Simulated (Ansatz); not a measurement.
# Sc, one cell by several methods

```
Sc
1.0
     3.30880    0.00000    0.00000
    -1.65440    2.86550    0.00000
     0.00000    0.00000    5.32068
Sc
2
Cartesian
  0.0000 1.9103 1.3302
  1.6544 0.9552 3.9905
```

Atom numbers follow the list: Sc1, Sc2.

The cell comes from COD entry 9011704, which wasn't checked; take it as a given geometry. The listed cell was then made from it by scaling, straining or moving an atom.

Levels of theory: DFT, LDA, PAW with Ansatz's default frozen-core files, scalar-relativistic (Ansatz 0.2.0); DFT, LDA, all-electron PAW with datasets made for the crystal, scalar-relativistic (Ansatz 0.2.0); DFT, LDA, all-electron LAPW, scalar-relativistic (Ansatz 0.2.0).

For PAW: a Γ-centred 13×13×7 k mesh, Fermi–Dirac smearing of 0.03 eV, cutoff 420 eV, no spin polarisation; the PAW files were made with PBE, and the program remakes their frozen cores for this functional. The crystal-made all-electron datasets (AE datasets) take a cutoff of 220 eV at this cell. LAPW targets a basis error of 0.5 meV/atom. The Ansatz runs share mesh, smearing and spin set-up. Plane-wave (PAW) pressures include the program's estimate of the Pulay term.

Stress and pressure are positive in compression.

In a metal, gradients converge slowly with the k mesh: the values move by tens of per cent from one mesh to another, at times in sign, so only the comparison on one mesh counts.

```json
{"quantity": "pressure (GPa)", "PAW": "-5.70", "AE datasets": "-5.69", "LAPW": "-5.69"}
{"quantity": "stress xx (GPa)", "PAW": "-4.88", "AE datasets": "-4.87", "LAPW": "-4.87"}
{"quantity": "stress zz (GPa)", "PAW": "-7.34", "AE datasets": "-7.33", "LAPW": "-7.33"}
{"quantity": "field gradient Vzz at Sc1 (10²¹ V/m²)", "PAW": "0.73", "AE datasets": "0.74", "LAPW": "–"}
```

PAW's pressure differs from the LAPW value by about 0.01 GPa or less.
